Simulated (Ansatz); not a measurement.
## Two Ansatz runs on BePd

The geometry is COD entry 9008808, unchecked; take it as a test cell. The listed cell was then made from it by scaling, straining or moving an atom.

First run: DFT, r2SCAN, PAW with Ansatz's default frozen-core files, scalar-relativistic (Ansatz 0.2.0).

Command: `ansatz run input.yaml --threads 1 --pin off --max-ram 2048MiB --backend cpu --events-out ev --progress --plain --runs-dir out` The run took 17 s on 1 thread of Arm Neoverse V1 (shared host).

```yaml
crystal:
  lattice:
    - [2.7845839158, 0.0, 0.0]
    - [0.0, 2.7845839158, 0.0]
    - [0.0, 0.0, 2.7845839158]
  atoms:
    - { symbol: Be, position: [0.0, 0.0, 0.0] }
    - { symbol: Pd, position: [0.5, 0.5, 0.5] }
kpoints:
  mp_grid: { grid: [12, 12, 12] }
scf:
  occupations: { method: fermi_dirac, width: 0.05 }
hamiltonian:
  xc: r2scan
  pseudopotentials: { kind: paw }
output:
  forces: true
  stress: true
  efg: { contact_densities: true }
relax:
  f_tol: 0.005
  max_steps: 80
  cell: {}
```

Result: converged; relaxed volume 11.130 Å³/atom; 26 SCF iterations in all.

Spin polarisation is left out, and whether a magnetic state lies lower isn't shown here.

The input is then changed:

```diff
@@ -11,4 +11,5 @@
 scf:
   occupations: { method: fermi_dirac, width: 0.05 }
+  mixing: { algorithm: anderson, beta: 0.05 }
 hamiltonian:
   xc: r2scan
@@ -22,3 +23,5 @@
   max_steps: 80
   cell: {}
+basis:
+  ecutwfc: "600 eV"
```

(1) What does the second run give?

Results:

(1) It converged; energy at zero smearing -2.2 meV/atom from the first run; relaxed volume 11.133 Å³/atom; 34 SCF iterations in all.
